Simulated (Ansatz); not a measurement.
SiGe in space group R-3m (No. 166; Ge on 3a, Si on 3b) at seven volumes, plane-wave PAW PBEsol (Ansatz code), shape and atoms relaxed at each. One row is withheld.

| V (Å³/atom) | P (GPa) |
|---|---|
| 15.096 | ? |
| 15.594 | 5.71 |
| 16.092 | 2.63 |
| 16.589 | -0.01 |
| 17.087 | -2.30 |
| 17.585 | -4.21 |
| 18.082 | -5.82 |

Task: Fit the shown pressures and predict the withheld one.

Result: P = (3/2)B₀(x^(7/2) − x^(5/2))[1 + (3/4)(B′ − 4)(x − 1)] with x = (V₀/V)^(2/3). Least squares on the six rows gives V₀ = 16.584 Å³/atom, B₀ = 81.3 GPa, B′ = 4.33. At V = 15.096, x = 1.0647 and P = 9.37 GPa. The run itself gave 9.33 GPa.

The start of the workflow was typed in or built on a structure type; neither database checked (COD, Materials Project) lists it. Its standing as an ambient phase is unchecked. The cell was relaxed with PBEsol under the symmetry of its start; of distortions, only those at the zone centre were tested, and some modes there are weakly imaginary. Its formation energy is positive at this level, so the cell may be metastable or incomplete.

Potentials: the later of the program's two PAW sets.
